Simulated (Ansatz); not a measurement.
Total density of states per atom from DFT-r²SCAN in the program Ansatz with PAW potentials, in 0.25 eV bins, energy from the Fermi level:

```
E (eV) | states/eV/atom
    -7.85 |  0.00
    -7.60 |  0.00
    -7.35 |  0.00
    -7.10 | # 0.02
    -6.85 | ########### 0.36
    -6.60 | ############# 0.43
    -6.35 | ########## 0.34
    -6.10 | ########### 0.36
    -5.85 | ########### 0.38
    -5.60 | ########### 0.36
    -5.35 | ########## 0.34
    -5.10 | ######## 0.28
    -4.85 | ####### 0.25
    -4.60 | ######## 0.27
    -4.35 | ######### 0.31
    -4.10 | ############ 0.40
    -3.85 | ################## 0.60
    -3.60 | ################### 0.65
    -3.35 | ################# 0.56
    -3.10 | ################# 0.57
    -2.85 | ################# 0.57
    -2.60 | ############### 0.53
    -2.35 | ################# 0.58
    -2.10 | ################## 0.61
    -1.85 | ########### 0.37
    -1.60 | ####### 0.23
    -1.35 | #### 0.12
    -1.10 | #### 0.12
    -0.85 | ##### 0.17
    -0.60 | ##### 0.16
    -0.35 | ###### 0.20
    -0.10 | ######## 0.28
     0.15 | ########## 0.35
     0.40 | ######### 0.30
     0.65 | ########## 0.34
     0.90 | ################### 0.65
     1.15 | ################ 0.54
     1.40 | ################## 0.62
     1.65 | ###################### 0.73
     1.90 | ##################### 0.70
     2.15 | ########################### 0.91
     2.40 | ########################### 0.91
     2.65 | ###################### 0.76
     2.90 | ########################### 0.93
     3.15 | ############################## 1.02
     3.40 | ###################### 0.75
     3.65 | ##################### 0.72
     3.90 | ################# 0.58
     4.15 | ############ 0.42
     4.40 | ############## 0.47
```

**Question.** Which compound is it?
A) YAl2Ge2, P-3m1 (Y on 1a, Al on 2d, Ge on 2d)
B) ErAl3C3, P6_3/mmc (Pearson symbol hP14)
C) NiGe, Pnma (Ni on 4c, Ge on 4c)
D) Sr3Al2Ge4, C2/m (Pearson symbol mS18)

**Answer.** A, YAl2Ge2, P-3m1 (Y on 1a, Al on 2d, Ge on 2d). Within 0.5 eV of the Fermi level: Y 4d 45 %, Al 3p 18 %, Al 3s 14 %, Ge 4p 13 %. Projections are on Löwdin-orthogonalised atomic valence shells; empty p or d shells of many metals are not among them.

The first step of the workflow began from a Materials Project structure, measured or hypothetical; the Crystallography Open Database files this formula in space group No. 164, but the cells were not matched. Its standing as an ambient phase is unchecked. The r²SCAN relaxation kept the symmetry of its start; its stability against distortions is not shown here. No spin polarisation was allowed. Scalar-relativistic: spin–orbit coupling is off unless named, which matters more the heavier the elements.

Potentials: the later of the program's two PAW sets.
